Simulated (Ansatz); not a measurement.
Be2S5: from a guess to a relaxed structure

Computed with Ansatz, DFT PBE, scalar-relativistic, plane waves, PAW. Cutoff 420 eV, Gaussian smearing, Γ-centred meshes. Cell and atoms relax first on a coarse mesh, the cell is then made exact in the group found at 0.06 to 0.08 Å, and last on a converged mesh; the steps can't lower the symmetry of their start. No spin polarisation.

The guess for Be2S5 was proposed by analogy with related compounds (C2, No. 5). Its size is a guess.

```cif
data_structure
_symmetry_space_group_name_H-M 'C2'
_symmetry_Int_Tables_number 5
_cell_length_a 5.0900
_cell_length_b 5.0900
_cell_length_c 9.7000
_cell_angle_alpha 90.000
_cell_angle_beta 90.000
_cell_angle_gamma 90.000
_cell_volume 251.31
loop_
_atom_site_label
_atom_site_type_symbol
_atom_site_symmetry_multiplicity
_atom_site_Wyckoff_symbol
_atom_site_fract_x
_atom_site_fract_y
_atom_site_fract_z
_atom_site_occupancy
Be1 Be 4 c 0.25000 0.75000 0.11100 1
S1 S 4 c 0.50000 0.00000 0.77700 1
S2 S 4 c 0.40200 0.17500 0.59300 1
S3 S 2 a 0.00000 0.00000 0.00000 1
```

The zero of energy is the elements' standard structures at the same level; no fitted shifts are applied.

Q: Where does the relaxation end?

A: The symmetry stays C2 (No. 5). The volume per atom shrinks by 3.4 %, from 18.0 to 17.3 Å³. The shortest distance goes from 2.06 Å (S–S) to 1.96 Å (S–S). The end is written in a standard setting, so origin, axes and order of atoms can differ from the start's. Conventional cell: a = 5.325 Å, b = 4.832 Å, c = 9.470 Å, β = 95.1°. Be is surrounded by 4 S at 2.12–2.17 Å; around S on a site of symmetry 1 lie 2 Be at 2.12–2.17 Å and 1 S at 2.21 Å; around S on a second site of symmetry 1 lie 1 S at 1.96 Å and 1 S at 2.21 Å; around S on a site of symmetry 2 lie 4 Be at 2.15–2.16 Å.

```
CELL_PARAMETERS angstrom
2.66261 -2.41583 0.00000
2.66261 2.41583 0.00000
-0.83849 0.00000 9.43265
ATOMIC_POSITIONS crystal
Be 0.51509 0.00497 0.12611
Be 0.99503 0.48491 0.87389
S 0.47791 0.37235 0.75559
S 0.14747 0.60815 0.57175
S 0.62765 0.52209 0.24441
S 0.39185 0.85253 0.42825
S 0.99501 0.00499 0.00000
```

Q: Give its energy and gap.

A: The formation energy is −0.357 eV/atom and the gap on the 8×8×4 mesh of the 7-atom cell is 0.99 eV.

The last run used Gaussian smearing of 0.02 eV. Kohn–Sham gaps at this level usually fall short of measured ones. The reference form of S is held partly by dispersion forces, which this level lacks. Symmetry constrained the relaxation, so the result can be a saddle point. Another cell of the same search, in P1, lies 112 meV/atom lower, so this cell isn't the stable form at this level.
